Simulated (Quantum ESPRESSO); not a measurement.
## Calculated data, Al2InGaP4 (made-up cell)

All values are calculated (Quantum ESPRESSO 7.5). Calculation on a made-up crystal cell, not a measurement, run twice, once with a planted mistake found by running each candidate: periodic Kohn-Sham density functional theory in plane waves with PseudoDojo standard norm-conserving scalar-relativistic pseudopotentials, each functional with its own files (v0.5 for PBE, v0.4.1 for LDA and PBEsol), no spin polarisation, no spin-orbit coupling, atoms not relaxed, stress positive in tension, energies less a fixed whole-eV offset for each atom's element; levels are Kohn-Sham levels at fractions of this cell's reciprocal vectors, counted from the reference band (half the neutral cell's valence electrons, rounded up) at Gamma; error bars cover cutoff and k-mesh only, not smearing or the files; each bar is the largest change over components, and at least 0.002 eV, 0.002 eV per angstrom or 0.02 GPa; a charged cell sits in a uniform background, with energy and stress on this program's zero of potential; energies are for the whole cell, and the offsets were chosen from early runs and are not element reference energies; a distance is the largest change of any value in units of its error bar (the energy's for the smearing term), a scale change is of lengths, and a coarse mesh keeps the half-step shift.

Al2InGaP4 (made-up cell)

Intended structure:
```xyz
8
Lattice="5.6697 0.0495 -0.0706 0.0495 5.7402 0.0256 -0.0706 0.0256 5.6844" Properties=species:S:1:pos:R:3 Al2InGaP4
In     0.1029    -0.1006    -0.1690
Ga    -0.0958     2.8017     2.9901
Al     2.7603     0.0409     2.7336
Al     2.8865     2.8856    -0.0765
P      1.2802     1.3699     1.3342
P      1.4134     4.3954     4.3295
P      4.1091     1.6014     4.2466
P      4.4639     4.4349     1.4456
```

```
lattice type                         : zincblende/diamond
intended functional                  : pbe
intended cutoff                      : 1088 eV
intended fermi dirac smearing        : 0.025 eV
intended scf tolerance               : 1e-07 eV
intended electrons removed           : 0
healthy free energy less offsets     : 0.977 eV
healthy scf iterations               : 10
healthy smearing term minus ts       : 0 eV
healthy pressure                     : -0.17 GPa
healthy stress xx                    : 0.06 GPa
healthy stress yy                    : 0.53 GPa
healthy stress zz                    : -0.07 GPa
healthy stress yz                    : -2.21 GPa
healthy stress xz                    : 1.84 GPa
healthy stress xy                    : 3.3 GPa
faulty free energy less offsets      : 0.699 eV
faulty scf iterations                : 11
faulty smearing term minus ts        : -1.084 eV
faulty pressure                      : 0.35 GPa
faulty stress xx                     : -0.38 GPa
faulty stress yy                     : -0.06 GPa
faulty stress zz                     : -0.62 GPa
faulty stress yz                     : -2.3 GPa
faulty stress xz                     : 2.14 GPa
faulty stress xy                     : 3.28 GPa
candidate k points along each vector : 2
candidate cutoff                     : 730 eV
candidate smearing                   : 0.49 eV
candidate functional                 : lda
candidate scf tolerance              : 0.9 eV
candidate electrons removed          : 1
candidate scale change               : 1.73 percent
candidate first exchanged site       : 3
candidate second exchanged site      : 5
intended k mesh                      : 4 x 4 x 4, shifted by half a step
structure shown                      : as intended, without the mistake
fault kind                           : wide smearing
other mistakes compared              : 7
distance from healthy                : 170.1 error bars
distance from nearest other mistake  : 170.1 error bars
healthy error bar energy             : 0.006375 eV
healthy error bar stress             : 0.02 GPa
healthy error bar force              : 0.002 eV/Å
```

Atoms:
```
atoms element  atom site  atom energy offset (eV)
           In          1                    -1808
           Ga          2                    -2080
           Al          3                      -64
           Al          4                      -64
            P          5                     -189
            P          6                     -189
            P          7                     -189
            P          8                     -189
```

Healthy forces:
```
site  x (eV/Å)  y (eV/Å)  z (eV/Å)
   1    -2.858     2.065     1.678
   2     0.716     0.595    -0.905
   3     0.258     0.096     -0.03
   4    -0.463     0.734     1.693
   5     1.654     1.823     1.378
   6     2.923    -3.067     -3.32
   7    -0.204    -1.079    -0.949
   8    -2.026    -1.167     0.454
```

Faulty forces:
```
site  x (eV/Å)  y (eV/Å)  z (eV/Å)
   1    -2.813     2.027     1.554
   2     0.733      0.51    -0.783
   3     0.246     0.072     0.052
   4    -0.467     0.657     1.552
   5     1.603     1.796     1.336
   6     2.923    -2.966    -3.267
   7    -0.262    -1.028    -0.902
   8    -1.963    -1.068     0.458
```

Candidate mistake: coarse kmesh, low cutoff, wide smearing, wrong functional, loose scf, wrong charge, cell scaled, atoms exchanged
